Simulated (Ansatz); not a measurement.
# rocksalt-structured BiOs

Method: r²SCAN, scalar-relativistic; no spin polarisation; PAW, 500 eV, 10×10×10 k-mesh, Gaussian smearing of 0.05 eV; code Ansatz; PAW files: Ansatz's generated set soft_2.

```
Os Bi
1.0
     0.00000    2.77117    2.77117
     2.77117    0.00000    2.77117
     2.77117    2.77117    0.00000
Os Bi
1 1
Cartesian
  2.7712 2.7712 2.7712
  0.0000 0.0000 0.0000
```

The cell came from substitution into a structure type; no database entry of this phase was matched, which doesn't show that none exists.

The cell has space group Fm-3m (read at 0.01 Å). In it the stress is 0.00, 0.00, 0.00, 0.00, 0.00, 0.00 GPa and the largest force component 0.000 eV/Å. Each change below starts from this cell, without further relaxation. Stress is in GPa, positive in compression, in the order xx, yy, zz, yz, xz, xy; energies are counted from the cell above and are free energies with the smearing's entropy, which match forces and stress in a metal.

**Question.** What happens when atom 2 (Bi) is moved by 0.08 Å along y?

**Answer.** The energy changes by 14.0 meV per cell, and the force on it along the shift is -0.355 eV/Å (−F/u = 4.44 eV/Å²). Stress: -0.08, 1.50, -0.08, 0.00, 0.00, 0.00.
| atom | Fx (eV/Å) | Fy | Fz |
| --- | --- | --- | --- |
| Os1 | 0.000 | 0.355 | 0.000 |
| Bi2 | 0.000 | -0.355 | 0.000 |
In a harmonic crystal the energy would rise by −½F·u = ½ × 4.44 × 0.08² eV = 14.2 meV, which matches.

**Question.** A single strain component, atoms carried along, gave the stress 1.42, 6.46, 1.42, 0.00, 0.00, 0.00. Which component, and about how large?

**Answer.** An engineering strain of -2 % in yy; the energy changes by 16.4 meV per cell.

**Question.** All atoms and the cell are disturbed at random:
```
CELL_PARAMETERS angstrom
0.01721 2.75758 2.82004
2.81798 -0.00273 2.83998
2.79200 2.75154 0.02325
ATOMIC_POSITIONS crystal
Os 0.46598 0.50473 0.51480
Bi 0.03402 0.99527 0.98520
```
Give the energy change, the stress and the forces.

**Answer.** 98.3 meV per cell; stress -1.24, 1.93, 0.75, -0.43, 0.20, 0.33 GPa.
| atom | Fx (eV/Å) | Fy | Fz |
| --- | --- | --- | --- |
| Os1 | -0.380 | 0.588 | 0.479 |
| Bi2 | 0.380 | -0.588 | -0.479 |

Spin–orbit coupling, which matters for such heavy elements, is left out.
